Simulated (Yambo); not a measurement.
K2S3 (space group Cmc2_1, No. 36), G0W0@PBEsol in Yambo with this input:

```
rim_cut
gw0
dyson
el_el_corr
HF_and_locXC
ppa
em1d
RandQpts= 1000000
RandGvec= 1 Ry
EXXRLvcs= 74 Ry
VXCRLvcs= 296 Ry
Chimod= "HARTREE"
% BndsRnXp
 1 | 283 |
%
NGsBlkXp= 6 Ry
% LongDrXp
 1.0 | 1.0 | 1.0 |
%
PPAPntXp= 27.2114 eV
% GbndRnge
 1 | 283 |
%
GTermKind= "BG"
DysSolver= "n"
ExtendOut
```

On a 2×2×2 mesh, with wavefunctions cut at 74 Ry, the gap ((0, -0.5, 0) → (-0.5, -0.5, 0)) is 2.944 eV and the valence edge shifts by -1.014 eV.

What happens with this change: no random integration?

The gap falls by 0.053 eV, to 2.891 eV; the shift of the valence edge becomes -0.842 eV. Neither run is shown to be the converged limit.

Geometry of the Materials Project entry, not relaxed at this level; primitive cell a = 6.2222 Å, b = 6.2222 Å, c = 7.4147 Å, α = 90.00°, β = 90.00°, γ = 108.39°.

A shift is the quasiparticle energy of the state minus its PBEsol energy.
